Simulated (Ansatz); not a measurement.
AlRu: clamped-ion strain scan

Computed with Ansatz, DFT PBE, scalar-relativistic, plane waves, PAW. Cutoff 420 eV, Γ-centred 16×16×16 k-points, Gaussian smearing of 0.15 eV. No spin polarisation. Energies are free energies at this smearing, counted from the undisturbed cell; pressure is positive in compression.

The undisturbed cell (as given, not relaxed at this level; it stands at 2.6 GPa, and it needn't be the usual structure):

```
Al Ru
1.0
     2.99160    0.00000    0.00000
     0.00000    2.99160    0.00000
     0.00000    0.00000    2.99160
Al Ru
1 1
Direct
  0.00000 0.00000 0.00000
  0.50000 0.50000 0.50000
```

The cell is strained by ε times the Voigt pattern (0, 0, 1, 0, 0, 0) (xx, yy, zz, yz, xz, xy; engineering shear) with fractional coordinates fixed. The cell is metallic on the mesh throughout.

```tsv
ε	ΔE (meV/atom)	stress summed along the pattern (GPa, tension positive)	pressure (GPa)
-0.0200	?	-9.72	?
-0.0150	6.5	?	?
-0.0100	?	-6.05	?
-0.0050	1.4	-4.31	3.7
0.0000	0.0	-2.63	2.6
0.0050	-0.8	-1.01	1.6
0.0100	-0.9	0.56	0.5
0.0150	-0.3	2.07	-0.4
0.0175	0.2	2.80	-0.9
0.0200	0.9	3.52	-1.4
```

Task: Give the withheld values.

Result: ΔE (meV/atom) at ε = -0.0200: 10.2; pressure (GPa) at ε = -0.0200: 7.2; stress summed along the pattern (GPa, tension positive) at ε = -0.0150: -7.85; pressure (GPa) at ε = -0.0150: 6.0; ΔE (meV/atom) at ε = -0.0100: 3.6; pressure (GPa) at ε = -0.0100: 4.8.